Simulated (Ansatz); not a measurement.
Starting cell, BN (space group P6_3/mmc):

```
BN
1.0
    2.48795     0.00000     0.00000
   -1.24398     2.15463     0.00000
    0.00000     0.00000     6.53177
B N
2 2
Cartesian
  0.00000   0.00000   4.89883
  0.00000   0.00000   1.63294
  1.24398   0.71821   1.63294
  0.00000   1.43642   4.89883
```

The atoms are displaced by Q × the pattern below (from a DFPT mode at Γ, largest move 1; Q in Å), at fixed cell. It is one choice among 2 degenerate patterns.

| atom | x | y | z |
|---|---|---|---|
| B1 | 0.000 | -1.000 | 0.000 |
| B2 | 0.000 | 1.000 | 0.000 |
| N3 | 0.000 | -0.776 | 0.000 |
| N4 | 0.000 | 0.776 | 0.000 |

Computed with LDA (plane waves to 420 eV, PAW, scalar-relativistic; Ansatz, a first-principles code). k mesh 15×15×5 (Γ-centred), Fermi-Dirac smearing 0.05 eV. E stands for the smeared free energy. Stress and pressure are positive under compression. BN was relaxed with its symmetry unable to fall. The zero of ΔE is the undisplaced structure.

```json
[
 {"Q (Å)": "-0.100", "ΔE (meV/cell)": "1658", "P (GPa)": "15.7", "−dE/dQ from forces (eV/Å)": "36.628"},
 {"Q (Å)": "-0.083", "ΔE (meV/cell)": "1113", "P (GPa)": "10.5", "−dE/dQ from forces (eV/Å)": "28.936"},
 {"Q (Å)": "-0.067", "ΔE (meV/cell)": "689", "P (GPa)": "6.5", "−dE/dQ from forces (eV/Å)": "22.014"},
 {"Q (Å)": "-0.050", "ΔE (meV/cell)": "376", "P (GPa)": "3.6", "−dE/dQ from forces (eV/Å)": "15.734"},
 {"Q (Å)": "-0.033", "ΔE (meV/cell)": "162", "P (GPa)": "1.5", "−dE/dQ from forces (eV/Å)": "10.010"},
 {"Q (Å)": "-0.017", "ΔE (meV/cell)": "39", "P (GPa)": "0.4", "−dE/dQ from forces (eV/Å)": "4.782"},
 {"Q (Å)": "0.000", "ΔE (meV/cell)": "0", "P (GPa)": "0.0", "−dE/dQ from forces (eV/Å)": "0.000"},
 {"Q (Å)": "0.017", "ΔE (meV/cell)": "37", "P (GPa)": "0.3", "−dE/dQ from forces (eV/Å)": "-4.357"},
 {"Q (Å)": "0.033", "ΔE (meV/cell)": "143", "P (GPa)": "1.3", "−dE/dQ from forces (eV/Å)": "-8.299"},
 {"Q (Å)": "0.050", "ΔE (meV/cell)": "311", "P (GPa)": "2.9", "−dE/dQ from forces (eV/Å)": "-11.830"},
 {"Q (Å)": "0.067", "ΔE (meV/cell)": "535", "P (GPa)": "5.0", "−dE/dQ from forces (eV/Å)": "-14.937"},
 {"Q (Å)": "0.083", "ΔE (meV/cell)": "807", "P (GPa)": "7.6", "−dE/dQ from forces (eV/Å)": "-17.604"},
 {"Q (Å)": "0.100", "ΔE (meV/cell)": "1119", "P (GPa)": "10.5", "−dE/dQ from forces (eV/Å)": "-19.813"}
]
```

Summary:

```
Property                                                                                                             Result
-----------------------------------------------------------  --------------------------------------------------------------
Energy at Q = 0.100 Å                                                                                         1119 meV/cell
Space group of the distorted cell                                                      Cmcm (No. 63), lowered from P6_3/mmc
Symmetry of the curve                                                   not even: the negative side lies higher at ±0.100 Å
Shape of the curve                                           a single well with its minimum at or next to zero displacement
Harmonic wavenumber from the curvature (finite differences)                                                       1391 cm⁻¹
Wavenumber by perturbation theory (DFPT, on another k mesh)                                                       1391 cm⁻¹
```

The 13 points together took around 30 core-seconds (rough).

(For displaced atoms, the force is minus the slope of the energy, and its curvature is a force constant, which sets phonon frequencies.)
